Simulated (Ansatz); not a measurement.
Input:

CdF2:
Space group Fm-3m (No. 225); a = b = c = 5.298 Å, α = β = γ = 90.00°

```
atom  site  symmetry       x       y       z
----  ----  --------  ------  ------  ------
Cd      4a      m-3m  0.0000  0.0000  0.0000
F       8c      -43m  0.2500  0.2500  0.2500
```
(The calculation used a cell of 3 atoms; values per cell refer to that cell.)

This is the LDA-relaxed structure.

### Question
All from plane-wave PAW LDA (Ansatz code), unless another level is named. Give the static dielectric constant ε0 (ions relaxed, cell fixed).

### Answer
7.96.

### Question
Next, the electronic dielectric constant ε∞ (DFPT)?

### Answer
2.94.

### Question
What about the Born charges (a third of the trace)?

### Answer
Cd +2.46, F -1.23 e.

Symmetry was held in the LDA relaxation. Spin–orbit coupling is left out wherever it is not named.

Potentials: the earlier of the program's two PAW sets. The files were generated under PBE; for other functionals the program regenerates the frozen cores, and for LDA and PBEsol the local potential too.
